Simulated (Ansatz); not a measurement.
LaSi$_{2}$Ru$_{2}$:
```cif
data_La2Ru4Si4
_chemical_formula_sum 'La2 Ru4 Si4'
_space_group_name_H-M_alt 'I4/mmm'
_space_group_IT_number 139
_space_group_name_Hall '-I 4 2'
_cell_length_a 4.22815
_cell_length_b 4.22815
_cell_length_c 10.00232
_cell_angle_alpha 90.000
_cell_angle_beta 90.000
_cell_angle_gamma 90.000
loop_
_atom_site_label
_atom_site_type_symbol
_atom_site_symmetry_multiplicity
_atom_site_Wyckoff_symbol
_atom_site_fract_x
_atom_site_fract_y
_atom_site_fract_z
_atom_site_occupancy
La1 La 2 a 0.00000 0.00000 0.00000 1
Ru1 Ru 4 d 0.00000 0.50000 0.25000 1
Si1 Si 4 e 0.00000 0.00000 0.35824 1
```
(The calculation used a cell of 5 atoms; values per cell refer to that cell.)

Relaxed at zero pressure with plane-wave PAW r²SCAN (Ansatz code).

Q: The volume is lowered by 6 % and shape and atoms relax at that volume. What pressure results, and how do the axes share the change?

A: 8.8 GPa; a -1.4 %, b -1.4 %, c -3.3 %; the energy rises by 27 meV/atom.

Q: Give the new structure.

A: 
Space group I4/mmm (No. 139); a = b = 4.1692 Å, c = 9.6700 Å, α = β = γ = 90.00°

```tsv
atom	site	symmetry	x	y	z
La	2a	4/mmm	0.0000	0.0000	0.0000
Ru	4d	-4m2	0.0000	0.5000	0.2500
Si	4e	4mm	0.0000	0.0000	0.3634
```

The phase is kept; no other phase was compared at this pressure.

The workflow started from an entry of the Crystallography Open Database (COD). Whether it is the stable phase at ambient conditions was not checked. Symmetry was held in the r²SCAN relaxation; its stability against distortions is not shown here. No spin polarisation was allowed. Spin–orbit coupling is left out wherever it is not named.

Potentials: the later of the program's two PAW sets.
